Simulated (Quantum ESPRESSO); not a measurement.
MgPd3HfZr2Ta, input and log of a self-consistent run

Simulated, not a measurement. The program is pw.x of Quantum ESPRESSO 7.5 (plane-wave density functional theory). The cell is made up: eight metal atoms on a hexagonal close-packed lattice, with elements, volume, strain and displacements drawn at random and not relaxed, so it may be unstable or far from any real phase. PseudoDojo standard norm-conserving files set the functional (PBE unless stated); there is no spin polarisation or spin-orbit coupling, the Fermi-Dirac width of 0.25 eV means electrons at about 2900 K, and the masses in the input are unused placeholders. Heavy elements are run without spin-orbit coupling, which real alloys of them have. A spin test at this wide smearing found no moment, but such smearing suppresses magnetism that the real alloy may have.

Input:

```
&control calculation='scf', pseudo_dir='./dojo.nc.sr.pbe.v0_5.standard.upf', outdir='./o', disk_io='medium', tprnfor=.true., tstress=.true. /
&system ibrav=0, nat=8, ntyp=5, nbnd=74, ecutwfc=84.00895049, nosym=.true., tot_charge=0,
 occupations='smearing', smearing='fd', degauss=0.0183746611
/
&electrons conv_thr=1.470e-08, electron_maxstep=70, mixing_beta=0.5 /
ATOMIC_SPECIES
Hf 1.0 Hf.upf
Mg 1.0 Mg.upf
Pd 1.0 Pd.upf
Ta 1.0 Ta.upf
Zr 1.0 Zr.upf
CELL_PARAMETERS angstrom
4.5678 -2.6342 0.0205
-3.0899 -0.0395 -4.8995
3.0485 5.2741 0.0687
ATOMIC_POSITIONS angstrom
Mg 0.0013 -0.0174 0.0284
Pd 1.4667 2.6926 0.0168
Hf -0.0456 1.721 -2.4072
Zr 1.5432 4.4107 -2.3968
Pd 3.0056 -0.0546 0.0729
Pd 4.6301 2.6054 0.106
Zr 1.466 -0.8644 -2.4313
Ta 3.0404 1.7302 -2.4816
K_POINTS automatic
5 5 4 1 1 1
```

The log is shortened where brackets say so; the opening notice, blank lines, dates and the lines on written files are dropped, and the path of the files is cut. It prints rydbergs, bohrs and kilobars, and counts compression as positive stress. Its total energy is the free energy E - TS of the whole cell.

```
     Program PWSCF v.7.5
     Parallel version (MPI & OpenMP), running on       1 processor cores
     Number of MPI processes:                 1
     Threads/MPI process:                     1
     [start-up lines left out]
     bravais-lattice index     =            0
     lattice parameter (alat)  =       9.9645  a.u.
     unit-cell volume          =    1055.9496 (a.u.)^3
     number of atoms/cell      =            8
     number of atomic types    =            5
     number of electrons       =       113.00
     number of Kohn-Sham states=           74
     kinetic-energy cutoff     =      84.0090  Ry
     charge density cutoff     =     336.0358  Ry
     scf convergence threshold =      1.5E-08
     mixing beta               =       0.5000
     number of iterations used =            8  plain     mixing
     Exchange-correlation= PBE
                           (   1   4   3   4   0   0   0)
     [axes and pseudopotential details left out]
   Cartesian axes
     site n.     atom                  positions (alat units)
         1        Mg     tau(   1) = (   0.0002465  -0.0032998   0.0053860  )
         2        Pd     tau(   2) = (   0.2781544   0.5106419   0.0031861  )
         3        Hf     tau(   3) = (  -0.0086479   0.3263814  -0.4565168  )
         4        Zr     tau(   4) = (   0.2926623   0.8364734  -0.4545445  )
         5        Pd     tau(   5) = (   0.5700012  -0.0103547   0.0138252  )
         6        Pd     tau(   6) = (   0.8780818   0.4941047   0.0201025  )
         7        Zr     tau(   7) = (   0.2780216  -0.1639303  -0.4610873  )
         8        Ta     tau(   8) = (   0.5766009   0.3281262  -0.4706265  )
     number of k points=    50  Fermi-Dirac smearing, width (Ry)=  0.0184
                       cart. coord. in units 2pi/alat
        k(    1) = (   0.1424115   0.0452340  -0.1978000), wk =   0.0400000
        k(    2) = (   0.2511484   0.2332422  -0.2678913), wk =   0.0400000
     [further k points left out]
     Dense  grid:   109825 G-vectors     FFT dimensions: (  60,  64,  72)
     Estimated max dynamical RAM per process >     208.36 MB
     Initial potential from superposition of free atoms
     starting charge     112.9912, renormalised to     113.0000
     Starting wfcs are   72 randomized atomic wfcs +    2 random wfcs
     total cpu time spent up to now is       36.4 secs
     per-process dynamical memory:   114.4 Mb
     Self-consistent Calculation
     iteration #  1     ecut=    84.01 Ry     beta= 0.50
     Davidson diagonalization with overlap
     ethr =  1.00E-02,  avg # of iterations =  3.0
     total cpu time spent up to now is      151.3 secs
     total energy              =   -1362.11609424 Ry
     estimated scf accuracy    <      23.81651405 Ry
     iteration #  2     ecut=    84.01 Ry     beta= 0.50
     Davidson diagonalization with overlap
     ethr =  1.00E-02,  avg # of iterations =  3.0
     total cpu time spent up to now is      274.3 secs
     total energy              =   -1375.27706654 Ry
     estimated scf accuracy    <      57.81927640 Ry
     iteration #  3     ecut=    84.01 Ry     beta= 0.50
     Davidson diagonalization with overlap
     ethr =  1.00E-02,  avg # of iterations =  2.3
     total cpu time spent up to now is      380.7 secs
     total energy              =   -1377.49798059 Ry
     estimated scf accuracy    <       9.22093073 Ry
     iteration #  4     ecut=    84.01 Ry     beta= 0.50
     Davidson diagonalization with overlap
     ethr =  8.16E-03,  avg # of iterations =  2.2
     total cpu time spent up to now is      466.3 secs
     total energy              =   -1377.42405574 Ry
     estimated scf accuracy    <       3.29403093 Ry
     iteration #  5     ecut=    84.01 Ry     beta= 0.50
     Davidson diagonalization with overlap
     ethr =  2.92E-03,  avg # of iterations =  4.7
     total cpu time spent up to now is      561.2 secs
     total energy              =   -1377.36265604 Ry
     estimated scf accuracy    <       1.17453752 Ry
     [iterations 6 to 12 left out]
     iteration # 13     ecut=    84.01 Ry     beta= 0.50
     Davidson diagonalization with overlap
     ethr =  1.44E-07,  avg # of iterations =  1.0
     total cpu time spent up to now is     1318.1 secs
     total energy              =   -1377.38655283 Ry
     estimated scf accuracy    <       0.00000933 Ry
     iteration # 14     ecut=    84.01 Ry     beta= 0.50
     Davidson diagonalization with overlap
     ethr =  8.25E-09,  avg # of iterations =  2.1
     total cpu time spent up to now is     1389.3 secs
     total energy              =   -1377.38655426 Ry
     estimated scf accuracy    <       0.00000255 Ry
     iteration # 15     ecut=    84.01 Ry     beta= 0.50
     Davidson diagonalization with overlap
     ethr =  2.25E-09,  avg # of iterations =  2.1
     total cpu time spent up to now is     1455.9 secs
     total energy              =   -1377.38655442 Ry
     estimated scf accuracy    <       0.00000125 Ry
     iteration # 16     ecut=    84.01 Ry     beta= 0.50
     Davidson diagonalization with overlap
     ethr =  1.11E-09,  avg # of iterations =  1.8
     total cpu time spent up to now is     1530.4 secs
     total energy              =   -1377.38655458 Ry
     estimated scf accuracy    <       0.00000034 Ry
     iteration # 17     ecut=    84.01 Ry     beta= 0.50
     Davidson diagonalization with overlap
     ethr =  3.02E-10,  avg # of iterations =  1.4
     total cpu time spent up to now is     1597.0 secs
     End of self-consistent calculation
     [lines on levels left out]
!    total energy              =   -1377.38655462 Ry
     estimated scf accuracy    <          7.1E-09 Ry
     smearing contrib. (-TS)   =      -0.12090272 Ry
     internal energy E=F+TS    =   -1377.26565189 Ry
     The total energy is F=E-TS. E is the sum of the following terms:
     one-electron contribution =    -518.34373265 Ry
     hartree contribution      =     305.24400937 Ry
     xc contribution           =    -240.84699999 Ry
     ewald contribution        =    -923.31892864 Ry
     convergence has been achieved in  17 iterations
     Forces acting on atoms (cartesian axes, Ry/au):
     atom    1 type  2   force =     0.00017265    0.00158863   -0.00338713
     atom    2 type  3   force =     0.01875614   -0.01227778   -0.00131384
     atom    3 type  1   force =     0.01615649    0.04202207   -0.02537364
     atom    4 type  5   force =    -0.02467532   -0.03688821    0.00817496
     atom    5 type  3   force =     0.00325957    0.01740802   -0.01717602
     atom    6 type  3   force =    -0.01016763   -0.00402900   -0.00070401
     atom    7 type  5   force =     0.01618701   -0.00228234    0.00073899
     atom    8 type  4   force =    -0.01968891   -0.00554140    0.03904069
     Total force =     0.090358     Total SCF correction =     0.000287
     Computing stress (Cartesian axis) and pressure
          total   stress  (Ry/bohr**3)                   (kbar)     P=      -44.55
  -0.00027805  -0.00000285  -0.00005346          -40.90       -0.42       -7.86
  -0.00000285  -0.00030263  -0.00005495           -0.42      -44.52       -8.08
  -0.00005346  -0.00005495  -0.00032778           -7.86       -8.08      -48.22
     init_run     :     32.16s CPU     36.14s WALL (       1 calls)
     electrons    :   1487.84s CPU   1560.66s WALL (       1 calls)
     forces       :     12.88s CPU     13.00s WALL (       1 calls)
     stress       :     41.72s CPU     42.00s WALL (       1 calls)
     [timing details left out]
     PWSCF        :  26m15.08s CPU  27m34.80s WALL
     JOB DONE.
```

In other units: free energy -18740.299 eV for the cell, pressure -4.45 GPa, largest force component 1.080 eV/Å in size. The run took 1656 s of wall time with one process on a shared machine (AMD EPYC, Zen 5, virtual cores), so the time is rough. A rerun of this cell at a higher cutoff and on a denser mesh moved values by no more than 0.008 eV in energy, 0.04 GPa in stress and 0.007 eV/Å in force, and a second program with other atomic files agreed on that cell to 2 % rms in force and 0.5 GPa in pressure.